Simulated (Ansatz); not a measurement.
Data sheet: Rb (DFT)

Rb:
```
CELL_PARAMETERS angstrom
     -4.45675     4.45675     2.42946
      4.45675    -4.45675     2.42946
      4.45675     4.45675    -2.42946
ATOMIC_POSITIONS crystal
  Rb 0.75000 0.25000 0.50000
  Rb 0.00000 0.00000 0.00000
```

Space group I4_1/amd (No. 141), β-Sn type; conventional cell a = b = 8.9135 Å, c = 4.8589 Å, α = β = γ = 90.00°.

Method: DFT-r²SCAN in the program Ansatz with PAW potentials. Geometry: relaxed at this level of theory. Other levels are named where they apply.

Cell and energy:

- Volume per atom = 96.51 Å³
- Density = 1.47 g/cm³

Electronic structure:

- Electronic character: metallic (no gap)
- Density of states at the Fermi level: 0.89 states/eV per atom (mean over ±0.08 eV)
- Gap with spin–orbit coupling: none (metallic)

Mechanics:

- Bulk modulus (Birch–Murnaghan fit): 2.4 GPa
- Pressure derivative B′: 3.8

Phonons:

Highest zone-centre frequency: 1.50 THz
Zone-centre stability: no imaginary mode at Γ

The cell is a constructed one: a structure type filled with these elements; the Crystallography Open Database copy checked does not list it. It is not the phase usual at ambient conditions (space group No. 229). Symmetry was held in the r²SCAN relaxation. As this level gives no gap, phonon frequencies hold no LO–TO term and depend on the k-mesh and smearing (Fermi–Dirac, 0.1 eV here). Axis ratios of metals converge slowly with the k-mesh, so a and c are less sure than the volume. Spin–orbit coupling is left out wherever it is not named.

Potentials: the later of the program's two PAW sets.
